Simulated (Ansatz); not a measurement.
Values for one crystal, relaxed and computed with plane-wave PAW PBEsol (Ansatz code); other levels are named.

| Item | Result |
|---|---|
| Volume per atom | 18.02 Å³ |
| Electronic character | metallic (no gap) |
| Hill bulk and shear moduli | 115 and 41.0 GPa |
| Density of states at the Fermi level | 0.31 states/eV per atom (mean over ±0.08 eV) |
| Elastic constants (relaxed ions, GPa) | C11 = 153, C12 = 96.1, C44 = 52.1 |
| Mechanical stability | stable (all eigenvalues of C positive) |
| Highest zone-centre frequency | 263 cm⁻¹ |

Problem. Which of these materials gives this?
A. Sn4Au, Ccce (Sn on 16i, Au on 4a)
B. Al2Au, fluorite or antifluorite type
C. In2Au, cubic Laves (MgCu2 type)
D. AlIr, Cmcm (Al on 4c, Ir on 4c)

Solution. B, Al2Au, fluorite or antifluorite type

Space group Fm-3m (fluorite or antifluorite type). The PBEsol relaxation kept the symmetry of its start. As this level gives no gap, shear constants depend on the k-mesh and smearing (Fermi–Dirac, 0.1 eV here). As this level gives no gap, phonon frequencies hold no LO–TO term and depend on the k-mesh and smearing (Fermi–Dirac, 0.1 eV here). Spin–orbit coupling is left out wherever it is not named.

Potentials: the earlier of the program's two PAW sets. The files were generated under PBE; for other functionals the program regenerates the frozen cores, and for LDA and PBEsol the local potential too.
